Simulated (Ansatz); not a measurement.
Ti (diamond, Fd-3m) at seven volumes, PBE (plane waves, PAW; program Ansatz), scaled uniformly. One row is withheld.

```
V (Å³/atom)  P (GPa)
-----------  -------
24.923          2.45
25.745             ?
26.566          0.73
27.388          0.00
28.210         -0.66
29.031         -1.22
29.853         -1.70
```

Task: Fit the shown pressures and predict the withheld one.

Result: P = (3/2)B₀(x^(7/2) − x^(5/2))[1 + (3/4)(B′ − 4)(x − 1)] with x = (V₀/V)^(2/3). Least squares on the six rows gives V₀ = 27.382 Å³/atom, B₀ = 22.6 GPa, B′ = 3.05. At V = 25.745, x = 1.0420 and P = 1.53 GPa. The run itself gave 1.52 GPa.

The start of the workflow was typed in or built on a structure type; neither database checked (COD, Materials Project) lists it. It is not the phase usual at ambient conditions (space group No. 194). Symmetry was held in the PBE relaxation; whether a distortion lowers the energy is not shown. Magnetic state: ferromagnetic, chosen from 4 collinear starts compared on coarse meshes (ties went to the first, and starts can fall back to one state), not a proven ground state.

Potentials: the earlier of the program's two PAW sets.
